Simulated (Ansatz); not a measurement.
Here is the system:

Bi:
```xyz
2
Lattice="4.5885 0.0000 0.0000 0.0000 4.5885 0.0000 0.0000 0.0000 3.2661" Properties=species:S:1:pos:R:3 pbc="T T T"
Bi     2.2943     0.0000     1.7177
Bi     0.0000     2.2943     1.5484
```

This is the r²SCAN-relaxed structure. x, y and z are the axes in which the lattice vectors are written.

Problem. All from r²SCAN (plane waves, PAW; program Ansatz), unless another level is named. Predict the Poisson's ratio.

Solution. 0.33.

Problem. Give the elastic constants (relaxed ions, GPa).

Solution. C11 = 78.4, C12 = 61.8, C13 = 15.1, C33 = 119, C44 = 8.3, C66 = 57.0.

Problem. What about the highest zone-centre frequency?

Solution. 5.8 meV.

Space group P4/nmm. The first step of the workflow began from a Materials Project structure, measured or hypothetical; the Crystallography Open Database copy checked does not list it. It is not the phase usual at ambient conditions (space group No. 166). The r²SCAN relaxation kept the symmetry of its start; of distortions, only those at the zone centre were tested. As this level gives no gap, shear constants depend on the k-mesh and smearing (Fermi–Dirac, 0.1 eV here). On the denser mesh and wider smearing of the elastic run this cell carries a stress of 0.4 GPa. Scalar-relativistic: spin–orbit coupling is off unless named, which matters more the heavier the elements.

Potentials: the later of the program's two PAW sets.
